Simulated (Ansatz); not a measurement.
**Ca (fcc, Cu type): frozen-phonon scan**

Starting cell, Ca (fcc, Cu type):

```xyz
2
Lattice="0.0000 5.5685 5.5685 2.7842 0.0000 2.7842 2.7842 2.7842 0.0000" Properties=species:S:1:pos:R:3 pbc="T T T"
Ca     0.0000     0.0000     0.0000
Ca     2.7842     5.5685     2.7842
```

The atoms are displaced by Q × the pattern below (from a DFPT mode at L = (0.5, 0.0, 0.0), largest move 1; Q in Å), at fixed cell. (q is in reciprocal vectors of the primitive cell; the cell shown is doubled to hold the pattern.)

```tsv
atom	x	y	z
Ca1	0.577	-0.577	-0.577
Ca2	-0.577	0.577	0.577
```

Method: r2SCAN (plane waves to 500 eV, PAW, scalar-relativistic; Ansatz, a program for electronic structure). k mesh 7×14×14 (Γ-centred), Fermi-Dirac smearing 0.05 eV. Energies are smeared free energies. With partly filled bands, energies and forces of such displacements shift with the k mesh and the smearing. Ca was relaxed with its symmetry unable to fall. The zero of ΔE is the undisplaced structure.

| Q (Å) | ΔE (meV/cell) | −dE/dQ from forces (eV/Å) |
|---|---|---|
| -0.100 | 38.2 | 0.765 |
| -0.083 | 26.5 | 0.636 |
| -0.067 | 16.9 | 0.509 |
| -0.050 | 9.5 | 0.381 |
| -0.033 | 4.2 | 0.254 |
| -0.017 | 1.1 | 0.127 |
| 0.000 | 0.0 | 0.000 |
| 0.017 | 1.1 | -0.127 |
| 0.033 | 4.2 | -0.254 |
| 0.050 | 9.5 | -0.381 |
| 0.067 | 16.9 | -0.509 |
| 0.083 | 26.5 | -0.636 |
| 0.100 | 38.2 | -0.765 |

Derived quantities:

The energy at Q = 0.100 Å is 38.2 meV/cell. Space group of the distorted cell: R-3m (No. 166), lowered from Fm-3m. Symmetry of the curve: even: the same for both signs. Shape of the curve: a single well with its minimum at or next to zero displacement. Harmonic wavenumber from the curvature (finite differences): 161 cm⁻¹. Wavenumber by perturbation theory (DFPT, on another k mesh): 161 cm⁻¹.

The 13 points together took about 7 core-minutes (a rough figure).

(For displaced atoms, the force is minus the slope of the energy, and its curvature is a force constant, which sets phonon frequencies.)
